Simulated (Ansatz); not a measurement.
A geometry of AlNi away from equilibrium: the start of the relaxation of a relaxed AlNi cell, doubled along one cell vector, shaken by Gaussian noise of σ = 0.08 Å a coordinate. Method: PBE (plane waves to 420 eV, PAW, scalar-relativistic; Ansatz, a quantum-chemistry and plane-wave program). Γ-centred k-mesh 12×9×4 on the run's cell (coarser than for final values), Fermi–Dirac smearing 0.05 eV.

```xyz
8
Lattice="2.7355 0.0000 0.0000 0.0000 3.6210 0.0000 0.0000 0.0000 10.1861" Properties=species:S:1:pos:R:3 pbc="T T T"
Al    -0.1109    -0.0055     3.4724
Al     0.0166     0.0953     8.5126
Al     1.3661     1.8176     1.6935
Al     1.3853     1.8982     6.7500
Ni    -0.0481    -0.0514     0.6483
Ni    -0.1350    -0.0259     5.8028
Ni     1.3960     1.8562     4.2310
Ni     1.3291     1.7754     9.3917
```

Question: What forces act on the atoms (eV/Å)?

Answer: 
| atom | Fx | Fy | Fz |
|---|---|---|---|
| Al1 | 0.73 | 0.47 | -1.41 |
| Al2 | -0.21 | -0.88 | -1.23 |
| Al3 | -0.22 | -0.29 | 0.02 |
| Al4 | -0.55 | -0.74 | 0.40 |
| Ni5 | 0.10 | 0.31 | 0.85 |
| Ni6 | 0.64 | 0.81 | 0.43 |
| Ni7 | -0.72 | -0.55 | 0.69 |
| Ni8 | 0.23 | 0.87 | 0.25 |

Question: What is the pressure?

Answer: +2.9 GPa, compression positive.

Question: How far above the relaxed end point is this geometry?

Answer: 0.05 eV/atom; the path ends in Pmmn (No. 59).

No spin polarisation in the result. A magnetic state may lie lower.

The end of the path is a generated cell of AlNi: the first start was made by placing the elements on the sites of a structure type, and the end was not matched to a known phase here, so it may be hypothetical. Known forms of AlNi include space group No. 221.
